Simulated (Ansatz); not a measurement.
Rb₂NaTlBr₆:
```xyz
10
Lattice="0.0000 5.5982 5.5982 5.5982 0.0000 5.5982 5.5982 5.5982 0.0000" Properties=species:S:1:pos:R:3 pbc="T T T"
Rb     8.3973     8.3973     8.3973
Rb     2.7991     2.7991     2.7991
Na     5.5982     5.5982     5.5982
Tl     0.0000     0.0000     0.0000
Br     2.7427     5.5982     5.5982
Br     8.4537     5.5982     5.5982
Br     5.5982     2.7427     5.5982
Br     5.5982     8.4537     5.5982
Br     5.5982     5.5982     2.7427
Br     5.5982     5.5982     8.4537
```

Relaxed with r²SCAN. Special points in fractions of this cell's reciprocal vectors: Γ (0.000, 0.000, 0.000); X (0.500, 0.000, 0.500); U (0.625, 0.250, 0.625); K (0.375, 0.375, 0.750); L (0.500, 0.500, 0.500); W (0.500, 0.250, 0.750).

Q: List the band energies nearest the valence-band maximum at these points for r²SCAN in the plane-wave PAW code Ansatz.

A: In eV from the valence-band maximum; about four levels below and three above (degenerate sets whole), none deeper than 8.9 eV; points with the same levels are listed once.

```json
[
 {"k": "Γ", "below": "-0.37 -0.37 0.00 0.00 0.00", "above": "1.29 5.10 6.26 6.26 6.26"},
 {"k": "X", "below": "-0.54 -0.54 -0.37 -0.01", "above": "2.46 6.91 7.12"},
 {"k": "U", "below": "-0.53 -0.48 -0.38 -0.12", "above": "2.46 6.76 7.08"},
 {"k": "L", "below": "-0.39 -0.38 -0.38 -0.28 -0.17 -0.17", "above": "2.23 5.91 6.50"},
 {"k": "W", "below": "-0.59 -0.38 -0.27 -0.27", "above": "2.48 6.94 7.30 7.30"}
]
```

Space group Fm-3m. The workflow started from a Materials Project entry (that database holds measured and hypothetical structures alike); the Crystallography Open Database copy checked does not list it. Its standing as an ambient phase is unchecked. Symmetry was held in the r²SCAN relaxation; whether a distortion lowers the energy is not shown. Scalar-relativistic: spin–orbit coupling is off unless named, which matters more the heavier the elements.

Potentials: the later of the program's two PAW sets.
